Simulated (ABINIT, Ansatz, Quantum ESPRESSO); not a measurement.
**LiBe: programs and potentials compared**

```
Be Li
1.0
     2.29599    0.00000    0.00000
     0.00000    3.61277    0.00000
    -0.40174    0.00000    5.51353
Be Li
2 2
Direct
  0.24358 0.75000 0.42383
  0.75642 0.25000 0.57617
  0.26315 0.75000 0.84514
  0.73685 0.25000 0.15486
```

The cell comes from a database or a generator and needn't be the stable form of this composition.

Alike in all runs: task single point; functional PBE; k mesh 11 × 7 × 5; occupations fermi-dirac, width 0.05 eV; no spin polarisation; no spin-orbit coupling. Pressure is positive in compression and, in plane waves, holds the error of the finite cutoff, which Ansatz's Pulay term estimates and takes out.

```
                   program and potentials  plane-wave cutoff (eV)                                     notes  pressure (GPa)
                       Ansatz, Ansatz PAW                     420  2.5 valence electrons an atom on average           -0.16
                 ABINIT, JTH PAW PBE v2.0                     517  3.5 valence electrons an atom on average           -0.59
Quantum ESPRESSO, SSSP 1.3 efficiency PBE                     748  3.5 valence electrons an atom on average           -0.02
```

Force on atom 2 (Be), eV/Å:

```
                   program and potentials      x      y      z
                       Ansatz, Ansatz PAW  0.000  0.000  0.022
Quantum ESPRESSO, SSSP 1.3 efficiency PBE  0.000  0.000  0.030
```

The pressure spans -0.59 (ABINIT, JTH PAW PBE v2.0) to -0.02 GPa (Quantum ESPRESSO, SSSP 1.3 efficiency PBE).

The functional is the same throughout but for its coding, so the spread measures potentials, basis and numerics; runs on potential files found faulty are left out.
